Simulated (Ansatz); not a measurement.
A relaxed cell of LiMg3Cl6 is given with its symmetry left out. The cell was found from a structure generator's guess, not taken from experiment.

Method: Ansatz 0.2.0, DFT PBE, scalar-relativistic, plane waves, PAW. Cutoff 420 eV, Γ-centred mesh, Gaussian smearing, no spin polarisation.

```xyz
10
Lattice="6.3925 0.0000 0.0000 -3.1963 5.5361 0.0000 0.0000 0.0000 6.7860" Properties=species:S:1:pos:R:3 pbc="T T T"
Li    0.0000    0.0000    0.0000
Mg    0.0000    3.6907    0.0000
Mg    3.1963    1.8454    0.0000
Mg    0.0000    0.0000    3.3930
Cl    2.1567    0.0000    1.4024
Cl   -1.0783    1.8677    1.4024
Cl    2.1179    3.6684    1.4024
Cl   -2.1179    3.6684    5.3836
Cl    4.2358    0.0000    5.3836
Cl    1.0783    1.8677    5.3836
```

Formation energies are uncorrected and refer to the elements' standard structures at the same level (Cl₂ as a molecule).

(1) What space group does it have?

(2) What is its formation energy per atom?

(3) Is it a metal?

(4) From what recipe could a structure generator have reached it?

Answers

(1) P-31m (No. 162). Conventional cell: a = 6.393 Å, c = 6.786 Å. Li is surrounded by 6 Cl at 2.57 Å and 2 Mg at 3.39 Å; around Mg on a site of symmetry 32 lie 6 Cl at 2.54 Å; around Mg on a site of symmetry -3m lie 6 Cl at 2.93 Å and 2 Li at 3.39 Å; around Cl lie 2 Mg at 2.54 Å, 1 Li at 2.57 Å and 1 Mg at 2.93 Å.

(2) −1.62 eV/atom. A negative formation energy is needed for stability but isn't enough: competing phases decide.

(3) Yes, bands cross the Fermi level on the 6×6×6 mesh.

(4) One such recipe: 3-, 6-connected net, the two elements on its two kinds of vertex, guests in its cages (P-31m, No. 162). Other recipes can lead to the same cell.

The last run used a 6×6×6 mesh for its 10-atom cell and Gaussian smearing of 0.10 eV. An odd number of electrons in the primitive cell allows no gap without spin; a larger cell or a magnetic state could open one. Symmetry constrained the relaxation, so the result can be a saddle point.
